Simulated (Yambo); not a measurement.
Yambo run on Ba$_{2}$MgMoO$_{6}$ (space group Fm-3m, No. 225). The wavefunctions are LDA (Quantum ESPRESSO, PseudoDojo norm-conserving, 84 Ry, no spin-orbit coupling) ones on a 2×2×2 mesh (40 occupied bands); a = b = c = 5.807 Å, α = β = γ = 60.00°.

Yambo input:

```
rim_cut
HF_and_locXC
RandQpts= 1000000
RandGvec= 1 Ry
EXXRLvcs= 84 Ry
VXCRLvcs= 336 Ry
% QPkrange
 1 | 1 | 40 | 41 |
 3 | 3 | 40 | 41 |
%
```

k points by index: 1 = Γ, 3 = X.

Resulting energies as the program prints them:

```
#    K-point    Band    Eo [eV]    Ehf [eV]    Vxc [eV]    Vnlxc [eV]
#
    1    40    0.000000    -5.081792    -19.58386    -24.66565
    1    41    2.326404    7.266157    -18.21228    -13.27252
    3    40    -0.047804    -5.103132    -19.46234    -24.51767
    3    41    1.981405    7.381813    -17.53833    -12.13792
```
Exchange alone, without screening.

Geometry of the Materials Project entry, not relaxed at this level.

The structure is a Materials Project entry; no match was found in the copy of COD used, and its stability was not checked.
